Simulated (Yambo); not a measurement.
Consider the following.

```
CELL_PARAMETERS angstrom
      1.92449     1.11111     7.12578
     -1.92449     1.11111     7.12578
      0.00000    -2.22221     7.12578
ATOMIC_POSITIONS crystal
  S  0.76538 0.76538 0.76538
  S  0.23462 0.23462 0.23462
  K  0.00000 0.00000 0.00000
  Lu 0.50000 0.50000 0.50000
```

Workflow: PBEsol (Quantum ESPRESSO, PseudoDojo norm-conserving, 100 Ry, scalar-relativistic), then G0W0 in Yambo (4×4×4 Γ-centred k mesh, bands 2 to 111 and a 6 Ry block in the screening, 111 bands in G with the Bruneval-Gonze terminator, plasmon pole fitted at 27.2 eV).

**Question.** Give the PBEsol and G0W0 gaps between the band edges found on this mesh, and say where the edges lie.

**Answer.** Edges: Γ → F. PBEsol: 1.95 eV; G0W0: 3.15 eV. Convergence of the G0W0 settings was not tested. The 4f states are in the valence at their DFT position.

Geometry strained from the cell relaxed with PBEsol, atoms relaxed again.
